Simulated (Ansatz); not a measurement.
Crystals of one structure type (zinc blende) and one family of elements, relaxed and computed with the program Ansatz at the PBE level (PAW).

```
crystal  V (Å³/atom)  highest Γ mode, no LO–TO term (cm⁻¹)
-------  -----------  ------------------------------------
BN              5.95                                  1026
BP             11.76                                   800
BAs            13.90                                   677
GaP            20.86                                   345
AlP            20.88                                     ?
AlAs           23.50                                   346
InP            26.45                                   284
```

Q: Fit a straight line to ln ω against ln V and predict the withheld value.

A: Least squares on the 6 shown rows: ln ω = -0.91 × ln V + (8.726), with a scatter of 15 %. For AlP this gives 388. The run itself gave 427, within the scatter.

All cells were relaxed under the symmetry of their starts (and spin orders); stability against distortions was not tested throughout. Scalar-relativistic: spin–orbit coupling is off unless named, which matters more the heavier the elements.

Potentials: the later of the program's two PAW sets.
